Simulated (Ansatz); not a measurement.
AgBr (rock salt)

```
CELL_PARAMETERS angstrom
      0.00000     2.83697     2.83697
      2.83697     0.00000     2.83697
      2.83697     2.83697     0.00000
ATOMIC_POSITIONS crystal
  Br 0.00000 0.00000 0.00000
  Ag 0.50000 0.50000 0.50000
```

The slice is a {100} plane (indices of the conventional cell) through the point (0.500, 0.500, 0.500) (fractional), spanned by u = [100] and v = [0 1 -1] in vectors of this cell: u (4.01 Å) and v (4.01 Å, at 90° to u). It covers one period; positions are fractions (u, v).

Level of theory: PBEsol (plane waves to 420 eV, PAW, scalar-relativistic; Ansatz, an electronic-structure program). k mesh 10×10×10. These are valence fields of a PAW run, semicore shells included where kept as valence: close to a nucleus they are smooth pseudo fields. AgBr was relaxed with its symmetry unable to fall.

Q: What is the ELF at the density minimum of the shortest Br–Ag line in this plane (2.84 Å)?

A: 0.1.

Q: What is the valence density on the shortest Br–Ag line in this plane (2.84 Å), at its minimum between the atoms?

A: 0.24 e/Å³.

Q: Sketch the electron localisation function (ELF) on this plane as a map.

A: 
```
|xxxxxx66554422110000000000000000001122445566xxxx|
|xxxxxx66553322110000000000000000001122335566xxxx|
|666666554422110000111122332211110000112244556666|
|555555443311000011224455665544221100001133445555|
|444433221100001133557788888877553311000011223344|
|222222110000113366889999999999886633110000112222|
|111111000011336688999999999999998866331100001111|
|000000001133668899999999889999999988663311000000|
|000000112255889999997755445577999999885522110000|
|00000011447799999977xxxxxxxxxx779999997744110000|
|00000022558899999955xxxxxxxxxx559999998855220000|
|00000033668899998844xxxxxxxxxx448899998866330000|
|00000022558899999955xxxxxxxxxx559999998855220000|
|00000011447799999977xxxxxxxxxx779999997744110000|
|000000112255889999997755445577999999885522110000|
|000000001133668899999999889999999988663311000000|
|111111000011336688999999999999998866331100001111|
|222222110000113366889999999999886633110000112222|
|444433221100001133557788888877553311000011223344|
|555555443311000011224455665544221100001133445555|
|666666554422110000111122332211110000112244556666|
|xxxxxx66553322110000000000000000001122335566xxxx|
|xxxxxx66554422110000000000000000001122445566xxxx|
|xxxxxx66554422110000000000000000001122445566xxxx|
```
Scale: ten equal steps from 0.05 (start of '0') to 0.88 (end of '9'), in the order '0123456789'. Values: electron localisation function (ELF). The map has 24 points along u (two characters each, u = 0 at the left) and 24 along v (v = 0 in the bottom row). Points within 0.5 Å of a nucleus are blanked (x), as the pseudised field means little there.
